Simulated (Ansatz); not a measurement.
This run works on a generated trial structure, not on a known crystal.

Input and command of a plane-wave DFT calculation in Ansatz:

```yaml
crystal:
  lattice:
    - [4.3749072904, 0.0, 0.0]
    - [-2.1874536452, 3.7887808527, 0.0]
    - [0.0, 0.0, 5.2535354232]
  atoms:
    - { symbol: Ge, position: [0.3333333333, 0.6666666667, 0.25] }
    - { symbol: Ge, position: [0.6666666667, 0.3333333333, 0.75] }
    - { symbol: Ge, position: [0.0, 0.0, 0.0] }
    - { symbol: Ge, position: [0.0, 0.0, 0.5] }
    - { symbol: "N", position: [0.3333333333, 0.6666666667, 0.75] }
    - { symbol: "N", position: [0.6666666667, 0.3333333333, 0.25] }
basis:
  ecutwfc: 420
kpoints:
  mp_grid: { grid: [12, 12, 8] }
hamiltonian:
  xc: pbe
scf:
  occupations: { method: gaussian, width: 0.1 }
output:
  forces: true
  stress: true
  eigenvalues: true
  write_density: true
  write_potential: true
  elf: true
  volumetric_format: npy
relax:
  adjacent_minimum: "off"
  f_tol: 0.01
  max_steps: 80
  cell: { stress_tol: 0.05 }
```

```bash
ansatz run input.yaml --threads 1 --pin off --max-ram 2560MiB --backend cpu --events-out ev --progress --plain --runs-dir out
```

Processor: Intel(R) Xeon(R) Processor @ 2.50GHz (Skylake/Cascade Lake), 1 thread, on a host shared with other jobs.

Q: Estimate time, memory and problem size.

A: About 5 min, peak memory 0.55 GiB. It solves 40 bands at 95 k points (after reduction by symmetry) with about 1739 plane waves (on the last cell), in 52 SCF iterations over 8 ionic steps.
